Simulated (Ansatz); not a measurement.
Consider the following.

V3Ge:
```
V3Ge
1.0
    4.70492     0.00000     0.00000
    0.00000     4.70492     0.00000
    0.00000     0.00000     4.70492
V Ge
6 2
Direct
  0.50000   0.25000   0.00000
  0.50000   0.75000   0.00000
  0.25000   0.00000   0.50000
  0.75000   0.00000   0.50000
  0.00000   0.50000   0.25000
  0.00000   0.50000   0.75000
  0.50000   0.50000   0.50000
  0.00000   0.00000   0.00000
```

This is the PBEsol-relaxed structure.

Problem. All from PBEsol (plane waves, PAW; program Ansatz), unless another level is named. Estimate the Debye temperature from the elastic constants.

Solution. 448 K.

Problem. Give the highest zone-centre frequency.

Solution. 34.8 meV.

Space group Pm-3n (A15 (Cr3Si type)). The first step of the workflow began from a Materials Project structure, measured or hypothetical; the Crystallography Open Database files this formula in space group No. 223, but the cells were not matched. Whether it is the stable phase at ambient conditions was not checked. Symmetry was held in the PBEsol relaxation; whether a distortion lowers the energy is not shown. The workflow began spin-polarised and lost its moments. As this level gives no gap, shear constants depend on the k-mesh and smearing (Fermi–Dirac, 0.1 eV here).

Potentials: the later of the program's two PAW sets.
